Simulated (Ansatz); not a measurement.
KTaO₃ (cubic perovskite, Pm-3m) at seven volumes, r²SCAN in the plane-wave PAW code Ansatz, scaled uniformly. One row is withheld.

```csv
V (Å³/atom),P (GPa)
11.562,24.25
11.943,14.83
12.324,6.82
12.705,0.01
13.087,-5.78
13.468,-10.70
13.849,?
```

### Question
Fit the shown pressures and predict the withheld one.

### Answer
P = (3/2)B₀(x^(7/2) − x^(5/2))[1 + (3/4)(B′ − 4)(x − 1)] with x = (V₀/V)^(2/3). Least squares on the six rows gives V₀ = 12.706 Å³/atom, B₀ = 209 GPa, B′ = 4.39. At V = 13.849, x = 0.9442 and P = -14.91 GPa. The run itself gave -14.88 GPa.

The r²SCAN relaxation kept the symmetry of its start. No spin polarisation was allowed. Scalar-relativistic: spin–orbit coupling is off unless named, which matters more the heavier the elements.

Potentials: the later of the program's two PAW sets.
